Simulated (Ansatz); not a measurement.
What DFT gives for HfV2

```
V Hf
1.0
     0.00000    3.69149    3.69149
     3.69149    0.00000    3.69149
     3.69149    3.69149    0.00000
V Hf
4 2
Direct
  0.62500 0.62500 0.62500
  0.12500 0.62500 0.62500
  0.62500 0.62500 0.12500
  0.62500 0.12500 0.62500
  0.00000 0.00000 0.00000
  0.25000 0.25000 0.25000
```

Single point in Ansatz 0.2.0 with r2SCAN, no spin polarisation. Cutoff 500 eV, PAW datasets, 8×8×8 Γ-centred k mesh, fermi-dirac filling (width 0.1 eV).

How is the charge shared?

Bader charges in e: Hf +0.94, V -0.47. In the mean Hf gives up most and V takes most.

Describe some of the short contacts.

V–V at 2.61 Å: least valence density 0.29 e/Å³ and ELF 0.24 there. V–Hf at 3.06 Å: least valence density 0.20 e/Å³ and ELF 0.29 there. Hf–Hf at 3.20 Å: least valence density 0.17 e/Å³ and ELF 0.22 there. Both are smooth PAW fields, read partly inside the augmentation spheres.

Metal or insulator?

It is a metal, with about 16 states/eV a cell as the mean within 0.25 eV of the Fermi level, mostly V d (59 %) and Hf d (27 %).

What does the stress say?

The pressure is -4.4 GPa (compression positive), so with the atoms held at these fractions the cell would first shrink.

What is the formation energy?

0.07 eV an atom against the elements' usual phases (free molecules for gases, crystals otherwise, with no correction for O₂ or N₂), so at this geometry it isn't bound against them. Relaxing would lower it.

Origin: a database entry at a rescaled volume. Caveats: no spin polarisation, so a magnetic state may lie lower.
